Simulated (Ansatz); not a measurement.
Mg$_{2}$BBrN$_{2}$:
```yaml
crystal:
  lattice:
    - [4.57200, 3.30862, 0.00000]
    - [-4.57200, 3.30862, 0.00000]
    - [-2.15400, 0.00000, 6.12325]
  atoms:
    - { symbol: Mg, position: [0.86070, 0.34498, 0.83631] }
    - { symbol: Mg, position: [0.13930, 0.65502, 0.16369] }
    - { symbol: Mg, position: [0.34498, 0.86070, 0.66369] }
    - { symbol: Mg, position: [0.65502, 0.13930, 0.33631] }
    - { symbol: B, position: [0.11324, 0.11324, 0.25000] }
    - { symbol: B, position: [0.88676, 0.88676, 0.75000] }
    - { symbol: Br, position: [0.63067, 0.63067, 0.25000] }
    - { symbol: Br, position: [0.36933, 0.36933, 0.75000] }
    - { symbol: N, position: [0.95780, 0.26753, 0.17810] }
    - { symbol: N, position: [0.04220, 0.73247, 0.82190] }
    - { symbol: N, position: [0.26753, 0.95780, 0.32190] }
    - { symbol: N, position: [0.73247, 0.04220, 0.67810] }
```

Relaxed with r²SCAN. Special points in fractions of this cell's reciprocal vectors: Γ (0.000, 0.000, 0.000); C (0.397, 0.397, 0.000); C2 (-0.397, 0.603, 0.000); Y2 (-0.500, 0.500, 0.000); M2 (-0.500, 0.500, 0.500); D (-0.328, 0.672, 0.500); D2 (0.328, 0.328, 0.500); A (0.000, 0.000, 0.500); L2 (0.000, 0.500, 0.500); V2 (0.000, 0.500, 0.000).

Task: List the band energies nearest the valence-band maximum at these points for r²SCAN with spin–orbit coupling in the plane-wave PAW code Ansatz.

Result: In eV from the valence-band maximum; about four levels below and three above (degenerate sets whole), none deeper than 8.9 eV; points with the same levels are listed once.

```
k                     below                above
--  -----------------------  -------------------
Γ   -0.53 -0.53 -0.45 -0.45  3.97 3.97 6.29 6.29
C   -0.32 -0.32 -0.15 -0.15  5.39 5.39 6.41 6.41
Y2  -0.40 -0.40 -0.14 -0.14  5.69 5.69 5.82 5.82
M2  -0.53 -0.53 -0.53 -0.53  6.03 6.03 6.03 6.03
D   -0.41 -0.41 -0.40 -0.40  6.05 6.05 6.06 6.06
A   -0.39 -0.39 -0.39 -0.39  5.69 5.69 5.69 5.69
L2  -0.46 -0.46 -0.26 -0.26  5.16 5.16 6.09 6.09
V2  -0.56 -0.56 -0.09 -0.09  5.66 5.66 5.76 5.76
```

Space group C2/c. The workflow started from a Materials Project entry (that database holds measured and hypothetical structures alike); the Crystallography Open Database copy checked does not list it. Whether it is the stable phase at ambient conditions was not checked. The r²SCAN relaxation kept the symmetry of its start; its stability against distortions is not shown here.

Potentials: the later of the program's two PAW sets.
